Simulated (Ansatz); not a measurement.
HgTe (zinc blende)

```yaml
crystal:
  lattice:
    - [0.00000, 3.25489, 3.25489]
    - [3.25489, 0.00000, 3.25489]
    - [3.25489, 3.25489, 0.00000]
  atoms:
    - { symbol: Te, position: [0.75000, 0.75000, 0.75000] }
    - { symbol: Hg, position: [0.00000, 0.00000, 0.00000] }
```

In this cell atom 1 (Te, nearest neighbour Hg at 2.819 Å; its periodic images, 4.6 Å or more away, move with it) is moved by s along Cartesian x, unit vector (1.000, 0.000, 0.000); all other atoms and the cell stay fixed.

The numbers are results of PBEsol (plane waves to 420 eV, PAW, scalar-relativistic; Ansatz, a first-principles code), not measurements. k mesh 7×7×7 (Γ-centred), Fermi-Dirac smearing 0.05 eV. The energy includes the smearing's −TS. With partly filled bands, energies and forces of such displacements shift with the k mesh and the smearing. At this level the bands of HgTe touch or barely overlap. HgTe was relaxed with its symmetry unable to fall. Spin-orbit coupling is left out, though Hg and Te are heavy. The zero of ΔE is the undisplaced structure. The last digit holds for this mesh only.

```
s (Å)   ΔE (meV/cell)
------  -------------
-0.850         1168.2
-0.680          749.7
-0.510          423.6
-0.340          191.0
-0.170       withheld
0.000             0.0
0.170        withheld
0.340           191.0
0.510           423.6
0.680           749.7
0.850          1168.2
```

### Question
Fit an even polynomial form (powers 2, 4, 6) to the given rows and predict ΔE at s = 0.170.

### Answer
Least squares on the 9 given rows: ΔE = (1658)·s² + (-123.1)·s⁴ + (92.26)·s⁶, in meV/cell with s in Å; root-mean-square residual 0.62 meV/cell. At 0.170 the fit gives 47.8 meV/cell; the calculation gives 48.7 meV/cell, so the interpolation is off by -0.9 (-1.8 %). The quadratic term alone would give 47.9 meV/cell.

(For displaced atoms, the force is minus the slope of the energy, and its curvature is a force constant, which sets phonon frequencies.)
